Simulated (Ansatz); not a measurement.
The start is a generated cell, Li built in the AFLOW prototype A_hP3_152_a (A8, as in Se). The cell and all atomic positions are relaxed at zero pressure with r2SCAN (plane waves to 500 eV, PAW, scalar-relativistic; Ansatz, a first-principles code). First-step values are on the input's coarse k-mesh.

Ansatz input (later rounds restart from its end on a renewed k-mesh):
Ansatz 0.2 input:
```yaml
crystal:
  lattice:
    - [4.0185854, 0, 0]
    - [-2.0092927, 3.480197, 0]
    - [0, 0, 4.5592196]
  atoms:
    - { symbol: Li, position: [0.2254, 0, 0.83333333] }
    - { symbol: Li, position: [0, 0.2254, 0.16666667] }
    - { symbol: Li, position: [0.7746, 0.7746, 0.5] }
basis: { ecutwfc: 500, ecutrho_ratio: 4, xc_grid: 4, fft_grid_basis: typed }
kpoints: { mp_grid: { grid: [9, 9, 7] } }
hamiltonian:
  xc: r2scan
  dispersion: none
  pseudopotentials: { kind: paw }
scf: { occupations: { method: fermi_dirac, width: 0.05 } }
relax: { f_tol: 0.01, max_steps: 100, cell: { stress_tol: 0.02 } }
output: { forces: true, stress: true }
```

Problem. What is the largest force in the starting geometry, and on which atom (counted from 1)?

Solution. 1.65 eV/Å, on Li1, Li2, Li3 (atoms numbered as listed).

Problem. How does the volume per atom move from start to end?

Solution. -1.0 %, from 21.25 to 21.04 Å³/atom.

Problem. How do the shortest distances between atoms change?

Solution. The closest pairs of elements (up to four, under 3.6 Å), start → end: Li–Li 2.18 → 3.01 Å.

Final values are on a 19×19×19 k-mesh of the relaxed cell. No spin polarisation in the result.

The run could not lose the symmetry of its start.
